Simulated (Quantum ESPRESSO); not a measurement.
# Moving one atom in In3MgSP3

These are calculations, not measurements. They come from pw.x of Quantum ESPRESSO 7.5, a plane-wave density functional program, with PseudoDojo standard norm-conserving files (v0.5 for PBE, v0.4.1 for LDA and PBEsol). The cells are made up: elements, strain and atom displacements were drawn at random, and nothing was relaxed. There is no spin polarisation, spin-orbit coupling or dispersion term.

The cell has 8 sites of a zincblende or diamond lattice. Sites 1 to 4 hold In Mg In In; sites 5 to 8 hold S P P P. Cell vectors in Å: (5.997, 0.083, -0.058); (0.083, 6.039, 0.070); (-0.058, 0.070, 5.956). Settings: PBE, cutoff 1143 eV, 4 x 4 x 4 k mesh shifted by half a step, Fermi-Dirac smearing of 0.025 eV.

Each run shifts the P atom on site 8 along y and leaves all else fixed. Site 2 is one of its nearest neighbours. E is the free energy of the cell above the lowest run shown.

| run | shift (Å) | Fy on site 8 (eV/Å) | Fy on site 2 (eV/Å) | P (GPa) | E (meV) |
| --- | --- | --- | --- | --- | --- |
| 1 | -0.1462 | 2.132 | -1.595 | -0.55 | 284.4 |
| 2 | -0.1234 | 1.956 | -1.528 | -0.61 | 237.8 |
| 3 | -0.0786 | 1.603 | -1.396 | -0.72 | 158.0 |
| 5 | 0.0741 | 0.361 | -0.961 | -0.91 | 7.5 |
| 6 | 0.1072 | 0.089 | -0.873 | -0.91 | 0.0 |
| 7 | 0.1411 | -0.188 | -0.786 | -0.91 | 1.7 |
| 4 | -0.0446 | ? | ? | ? | ? |

A rerun of one of these cells at 1437 eV and k mesh 6 x 6 x 6 moved values by no more than 0.005 eV in the cell's energy, 0.02 GPa in stress and 0.007 eV/Å in force.

## Worked fit

A parabola through the six runs shown gives Fy on site 8 = 0.968 - 8.10 u - 0.8 u² eV/Å, with u in Å and a scatter of 0.004 eV/Å. Minus the slope, 8.10 ± 0.07 eV/Å², is this atom's force constant along y at u = 0, with its periodic images moving too. The fitted force vanishes at u = 0.118 Å, where the energy should be lowest along this line. The error is the larger of the fit's own and the change that a cubic makes, rounded up.

## Withheld run

Question: what Fy on site 8 should run 4 give?

The fit gives 1.328 eV/Å. The calculation gave 1.331 eV/Å.

| run | shift (Å) | Fy on site 8 (eV/Å) | Fy on site 2 (eV/Å) | P (GPa) | E (meV) |
| --- | --- | --- | --- | --- | --- |
| 4 | -0.0446 | 1.331 | -1.297 | -0.79 | 108.1 |